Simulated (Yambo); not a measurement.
Absorption of Sr2RuH6 (space group Fm-3m, No. 225) with and without the electron-hole interaction (Yambo, PBEsol bands; 6×6×6 mesh, 8 valence and 6 conduction bands, static screening with 61 bands and a 3 Ry block, scissor 1.30 eV, Tamm-Dancoff; field along x).

```csv
E (eV),"Im ε, BSE","Im ε, independent quasiparticles"
1.70,0.07,0.04
1.80,0.07,0.04
1.90,0.07,0.05
2.00,0.08,0.05
2.10,0.08,0.05
2.20,0.09,0.05
2.30,0.10,0.06
2.40,0.10,0.06
2.50,0.11,0.06
2.60,0.12,0.07
2.70,0.14,0.07
2.80,0.15,0.08
2.90,0.17,0.08
3.00,0.19,0.09
3.10,0.22,0.09
3.20,0.26,0.10
3.30,0.33,0.11
3.40,0.41,0.13
3.50,0.49,0.14
3.60,0.61,0.17
3.70,0.82,0.20
3.80,1.02,0.24
3.90,1.12,0.29
4.00,1.36,0.37
4.10,1.92,0.46
4.20,2.47,0.49
4.30,2.74,0.50
4.40,3.56,0.59
4.50,4.51,0.74
4.60,4.75,0.89
4.70,5.44,1.04
4.80,5.06,1.38
4.90,5.00,1.81
5.00,5.54,2.44
5.10,5.83,2.94
5.20,5.94,2.84
5.30,6.35,2.73
5.40,6.81,2.92
5.50,7.07,3.33
5.60,6.28,3.65
5.70,5.51,3.81
5.80,5.41,3.92
5.90,5.00,4.63
6.00,4.31,5.51
6.10,4.11,5.72
6.20,4.13,6.38
6.30,4.01,7.16
6.40,3.97,7.52
6.50,3.73,7.59
6.60,3.75,7.05
6.70,3.63,6.09
6.80,3.30,5.43
6.90,3.21,5.24
7.00,2.91,5.16
7.10,2.76,4.55
7.20,2.75,4.18
```

The scissor comes from a G0W0 run whose convergence isn't established. Broadening 0.15 eV. The band window holds all transitions up to 7.3 eV. Fine structure above the onset can come from the mesh.

Spin-orbit splittings are left out.

Geometry of the Materials Project entry, not relaxed at this level; primitive cell a = 5.3738 Å, b = 5.3738 Å, c = 5.3738 Å, α = 60.00°, β = 60.00°, γ = 60.00°.
